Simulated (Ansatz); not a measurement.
Ansatz (a first-principles code) input:

Ansatz 0.2 input:
```yaml
crystal:
  lattice:
    - [0.0, 2.6368193641, 2.6368193641]
    - [2.6368193641, 0.0, 2.6368193641]
    - [2.6368193641, 2.6368193641, 0.0]
  atoms:
    - { symbol: Co, position: [0.0, 0.0, 0.0] }
    - { symbol: Si, position: [0.75, 0.75, 0.75] }
    - { symbol: Si, position: [0.25, 0.25, 0.25] }
kpoints:
  mp_grid: { grid: [28, 28, 28] }
hamiltonian:
  xc: lda
  pseudopotentials: { kind: paw }
scf:
  occupations: { method: fermi_dirac, width: 0.1 }
elastic: { mode: relaxed_ion, stencil: two_point, amplitude: 0.005, f_tol: 0.0005 }
```

Output (shortened):

```
Pseudopotential: Co, paw, valence charge 17
Pseudopotential: Si, paw, valence charge 4
Functional definition: SPW92
Crystal: 3 atoms, lattice volume = 36.667 Å³
Basis set: ecut = 420 eV, 725 PW (Γ)
Bands: 17, of which v1, the nominal top of the filled ones, is band 13 counted from 1 (12 counted from 0)
Symmetry: 48 space group operations
Space group: Fm-3m (ITA 225), of the structure as read, at distance tolerance 3.3e-5 Å
k-points: 624 of 21952
SCF 1 converged in 11 iterations: F = -6281.938656 eV  dr2 = 1.89e-14
Crystal: 3 atoms, lattice volume = 36.483 Å³
Symmetry: 16 space group operations
k-points: 1639 of 21952
SCF 2 converged in 10 iterations: F = -6281.937750 eV  dr2 = 1.39e-14
Crystal: 3 atoms, lattice volume = 36.850 Å³
SCF 3 converged in 7 iterations: F = -6281.937974 eV  dr2 = 4.30e-14
Crystal: 3 atoms, lattice volume = 36.666 Å³
Symmetry: 8 space group operations
k-points: 3060 of 21952
SCF 4 converged in 10 iterations: F = -6281.938184 eV  dr2 = 1.98e-14
relax step   1: F+E_penalty+E_count = -6281.93818354 eV  Δ(F+E_penalty+E_count) = +0.000e0 eV  max|allowed force component| = 4.755e-2 eV/Å  Δτ_max = 0.0000 Å  (10 SCF iters, accepted)
Crystal: 3 atoms, lattice volume = 36.666 Å³
SCF 5 converged in 8 iterations: F = -6281.938286 eV  dr2 = 7.68e-15
relax step   2: F+E_penalty+E_count = -6281.93828585 eV  Δ(F+E_penalty+E_count) = -1.023e-4 eV  max|allowed force component| = 3.154e-2 eV/Å  Δτ_max = 0.0013 Å  (8 SCF iters, accepted)
Crystal: 3 atoms, lattice volume = 36.666 Å³
SCF 6 converged in 8 iterations: F = -6281.938366 eV  dr2 = 3.82e-14
relax step   3: F+E_penalty+E_count = -6281.93836619 eV  Δ(F+E_penalty+E_count) = -8.034e-5 eV  max|allowed force component| = 6.812e-6 eV/Å  Δτ_max = 0.0025 Å  (8 SCF iters, accepted)
Crystal: 3 atoms, lattice volume = 36.666 Å³
SCF 7 converged in 6 iterations: F = -6281.938366 eV  dr2 = 1.64e-19
Crystal: 3 atoms, lattice volume = 36.666 Å³
SCF 8 converged in 10 iterations: F = -6281.938184 eV  dr2 = 1.99e-14
relax step   1: F+E_penalty+E_count = -6281.93818353 eV  Δ(F+E_penalty+E_count) = +0.000e0 eV  max|allowed force component| = 4.755e-2 eV/Å  Δτ_max = 0.0000 Å  (10 SCF iters, accepted)
Crystal: 3 atoms, lattice volume = 36.666 Å³
SCF 9 converged in 8 iterations: F = -6281.938366 eV  dr2 = 5.78e-14
relax step   2: F+E_penalty+E_count = -6281.93836618 eV  Δ(F+E_penalty+E_count) = -1.827e-4 eV  max|allowed force component| = 3.408e-6 eV/Å  Δτ_max = 0.0038 Å  (8 SCF iters, accepted)
Crystal: 3 atoms, lattice volume = 36.666 Å³
SCF 10 converged in 6 iterations: F = -6281.938366 eV  dr2 = 8.73e-19
SCF converged after 11 iterations
Free energy (F): -6281.938656 eV
Harris-Foulkes:  -6281.938656 eV  (|F-HF|=9.09e-13)
Internal energy: -6281.905354 eV  (E = F + TS)
E sigma→0 (E₀):  -6281.922005 eV
Entropy (-TS):   -0.033302 eV (-11.101 meV/atom)
Fermi energy:    13.383948 eV
--- Per-component energies (eV) ---
  E_band       = -271.212285
  E_kinetic    = 552.048701
  E_local      = -4052.638783  (includes V_loc(G=0)·N_el)
  E_nonlocal   = 510.164991
  E_hartree    = 1763.077536
  E_xc         = -273.709014
  E_vxc        = -307.490921  (∫ρ·V_xc dr)
  E_paw        = -2426.740213  (= ΣΔE_a)
  E_vpaw       = -499.451352  (= ΣTr[D̂ρ^β])
  E_aug_tail   = 0.000011  (compensation charges beyond the density's cutoff)
  E_ewald      = -2354.695495
  E_core_change = 0.586912  (= ΣΔE_core)
  E_smearing   = -0.033302  (= −TS)
  E_closure    =  0.000000  (closes the sum)
  Σ components = -6281.938656   (vs F -6281.938656, Δ=0.00e0)
--- Forces (eV/Å), atoms counted from 1 ---
  atom   1  Co     0.00000000     0.00000000     0.00000000
  atom   2  Si     0.00000000     0.00000000     0.00000000
  atom   3  Si     0.00000000     0.00000000     0.00000000
  max |Σ_I F_I| component: 1.85e-17 eV/Å
--- Stress (GPa, compression-positive) ---
        0.089146       0.000000       0.000000
        0.000000       0.089146       0.000000
        0.000000       0.000000       0.089146
  P = ⅓ Tr σ = 0.0891 GPa (0.891 kbar)
--- Band table (eV; the first three rows and the last of 624) ---
  k-point 0: bands = ["-80.6638", "-44.4010", "-44.4010", "-44.4010", "-0.0738", "9.0694", "9.0694", "9.0694", "11.3115", "11.3115", "14.4952", "16.8434", "16.8434", "16.8434", "17.0007", "17.0007", "17.0007"]
  k-point 1: bands = ["-80.6638", "-44.4010", "-44.4010", "-44.4010", "-0.0537", "9.0232", "9.0768", "9.0768", "11.3050", "11.3050", "14.5137", "16.2399", "16.5767", "16.5767", "17.2790", "17.2790", "17.6172"]
  k-point 2: bands = ["-80.6638", "-44.4011", "-44.4010", "-44.4010", "0.0065", "8.8877", "9.0984", "9.0984", "11.2865", "11.2865", "14.5303", "15.6415", "16.2544", "16.2544", "17.6262", "17.6262", "18.2884"]
  k-point 623: bands = ["-80.6638", "-44.4032", "-44.4032", "-44.4021", "5.1331", "5.1331", "7.0986", "7.1765", "10.9224", "10.9224", "11.2502", "11.8064", "12.6551", "17.2151", "17.2151", "19.2417", "20.1518"]
--- Elastic constants: 2 strain directions × 2 members + reference (group order 48) ---
  dense FFT box of the reference and of every strained cell: 25×25×25
  strains applied: 11, 23; error gains: componentwise 1.00 (the most a stress slope's error grows in a printed constant), spectral 1.73 (1 for all six strains …
  C = ∂σ_k/∂η_j (tension-positive GPa; Voigt order 11 22 33 23 13 12):
       275.979    167.346    167.346      0.000      0.000      0.000
       167.346    275.979    167.346      0.000      0.000      0.000
       167.346    167.346    275.979      0.000      0.000      0.000
         0.000      0.000      0.000    100.060      0.000      0.000
         0.000      0.000      0.000      0.000    100.060      0.000
         0.000      0.000      0.000      0.000      0.000    100.060
  reference stress σ⁰ (GPa):     -0.089     -0.089     -0.089      0.000      0.000      0.000
  moduli (Voigt/Reuss/Hill, GPa): K = 203.56/203.56/203.56   G = 81.76/74.85/78.30   E = 208.22   ν = 0.330
  mechanically stable: yes (min eigenvalue of sym C = 100.06 GPa)
  strain η (Voigt 11):  stress-route row diagonal C_11 = 275.98 GPa, energy-path curvature d²(F+E_count+ΔE)/dδ²/Ω₀ = 275.97 GPa
         δ    σ_11 (GPa)             F (eV)   n_scf  n_hpsi   n_pw
    -5.000e-3      -1.4948       -6281.9377501      10  589943    725   relax 0 steps, max|allowed force component| 1.11e-16 eV/Å
     5.000e-3       1.2650       -6281.9379737       7  445722    737   relax 0 steps, max|allowed force component| 1.11e-16 eV/Å
  strain η (Voigt 23):  stress-route row diagonal C_44 = 100.06 GPa, energy-path curvature d²(F+E_count+ΔE)/dδ²/Ω₀ = 100.15 GPa
         δ    σ_23 (GPa)             F (eV)   n_scf  n_hpsi   n_pw
    -5.000e-3      -0.5003       -6281.9383662       6  694563    734   relax 3 steps, max|allowed force component| 6.81e-6 eV/Å
     5.000e-3       0.5003       -6281.9383662       6  691384    734   relax 2 steps, max|allowed force component| 3.41e-6 eV/Å
```

Cost: roughly 22 core-minutes on shared cores.

The LDA relaxation kept the symmetry of its start; phonons on a q-mesh show no instability. The run is not spin-polarised. As this level gives no gap, shear constants depend on the k-mesh and smearing (Fermi–Dirac, 0.1 eV here).

Potentials: the later of the program's two PAW sets.

Ansatz is a plane-wave DFT program.
